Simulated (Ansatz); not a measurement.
BiRhS in space group P2_13 (No. 198; Bi on 4a, Rh on 4a, S on 4a), DFT-r²SCAN in the program Ansatz with PAW potentials. The conduction-band minimum lies on the Γ–R line, 92 % of the way from Γ, with 8 equivalent valleys. Second derivatives d²E/dk² of the lowest band at one valley (eV·Å²), along Cartesian directions:

| direction | d²E/dk² |
|---|---|
| [100] | 16.24 |
| [010] | 16.24 |
| [001] | 16.24 |
| [110] | 12.72 |
| [101] | 12.72 |
| [011] | 12.72 |

**Question.** Find the principal effective masses, the density-of-states mass and the conductivity mass.

**Answer.** Off-diagonal terms follow from H_xy = H[110] − (H_xx + H_yy)/2, and m*/mₑ = 7.620 eV·Å² over each eigenvalue: 0.39, 0.39, 0.83. One valley's DOS mass (m₁m₂m₃)^(1/3) = 0.50, conductivity mass 3/(Σ 1/mᵢ) = 0.47 mₑ.

**Question.** What effective density of states Nc follows at 300 K for parabolic valleys?

**Answer.** Nc = 2.509e19 × 8 × (0.50)^(3/2) ≈ 7.1e19 cm⁻³.

The first step of the workflow began from a Materials Project structure, measured or hypothetical; the Crystallography Open Database copy checked does not list it. Its standing as an ambient phase is unchecked. The r²SCAN relaxation kept the symmetry of its start; whether a distortion lowers the energy is not shown. No spin polarisation was allowed. Spin–orbit coupling is left out wherever it is not named.

Potentials: the later of the program's two PAW sets.

Edges and masses are those of Kohn–Sham bands, whose gap is no quasiparticle gap.
